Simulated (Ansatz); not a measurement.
Starting cell, LiF (rock salt):

```xyz
4
Lattice="0.0000 4.0679 4.0679 2.0339 2.0339 4.0679 2.0339 2.0339 0.0000" Properties=species:S:1:pos:R:3 pbc="T T T"
F      0.0000     0.0000     0.0000
F      2.0339     4.0679     2.0339
Li     2.0339     2.0339     2.0339
Li     2.0339     4.0679     4.0679
```

The atoms are displaced by Q × the pattern below (from a DFPT mode at X = (0.5, 0.5, 0.0), largest move 1; Q in Å), at fixed cell. It is one choice among 2 degenerate patterns. (q is in reciprocal vectors of the primitive cell; the cell shown is doubled to hold the pattern.)

| atom | x | y | z |
|---|---|---|---|
| F1 | 0.000 | 0.153 | 0.000 |
| F2 | 0.000 | -0.153 | 0.000 |
| Li3 | 0.000 | 1.000 | 0.000 |
| Li4 | 0.000 | -1.000 | 0.000 |

All values below come from PBE (plane waves to 420 eV, PAW, scalar-relativistic; Ansatz, a first-principles code). k mesh 14×14×14 (Γ-centred), Fermi-Dirac smearing 0.05 eV. The energy includes the smearing's −TS. LiF was relaxed with its symmetry unable to fall. The zero of ΔE is the undisplaced structure.

Task: Predict the ΔE (meV/cell) at Q (Å) = -0.150, -0.090, -0.030, 0.060, 0.180.

Result: 
| Q (Å) | ΔE (meV/cell) |
|---|---|
| -0.150 | 64.4 |
| -0.090 | 21.6 |
| -0.030 | 2.3 |
| 0.060 | 9.4 |
| 0.180 | 97.2 |

(For displaced atoms, the force is minus the slope of the energy, and its curvature is a force constant, which sets phonon frequencies.)
